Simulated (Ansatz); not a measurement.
TeH2NF5: 14N nuclear quadrupole resonance

Cell: a structure deposited in the COD, ions relaxed with PBE at fixed cell.

Space group P2_1 (No. 4); a = 5.1630, b = 9.0830, c = 5.2620 Å, β = 112.22°.

| site | Wyckoff | site symmetry | x | y | z |
| --- | --- | --- | --- | --- | --- |
| Te | 2a | 1 | 0.4767 | 0.8490 | 0.7336 |
| H3 | 2a | 1 | 0.0362 | 0.7100 | 0.5009 |
| H5 | 2a | 1 | 0.2066 | 0.7288 | 0.2907 |
| N | 2a | 1 | 0.2291 | 0.7010 | 0.4874 |
| F9 | 2a | 1 | 0.7158 | 0.7042 | 0.9595 |
| F11 | 2a | 1 | 0.7035 | 0.8531 | 0.5237 |
| F13 | 2a | 1 | 0.7233 | 0.9844 | 0.9743 |
| F15 | 2a | 1 | 0.2722 | 0.8470 | 0.9663 |
| F17 | 2a | 1 | 0.2756 | 0.0170 | 0.5472 |

One atom of each set is listed.

The numbers come from a DFT calculation in Ansatz (r2SCAN, plane waves and PAW, scalar-relativistic, 500 eV cutoff, Γ-centred 4×3×4 k-points, Fermi–Dirac smearing 0.02 eV).

14N: I = 1, Q = 20.44 mb (year-2017 value). Static lattice, zero field.

(1) Predict the zero-field 14N lines of each site.

Answers

(1) For I = 1 the lines are ν± = (3/4)|C_Q|(1 ± η/3) and ν₀ = |C_Q|η/2.

```json
{"site": "N", "atoms": "2", "V_zz (10²¹ V/m²)": "-8.81", "C_Q (MHz)": "-4.35", "η": "0.61", "line frequencies (MHz)": "1.34, 2.60, 3.93"}
```

The largest force is 0.7 eV/Å, so the atoms aren't at the calculated equilibrium and relaxing them would move these values. Without spin–orbit coupling the gradients at and beside Te can be off by some per cent, at some sites by more. The entry's hydrogen positions were far off; the other atoms hardly move on relaxation.
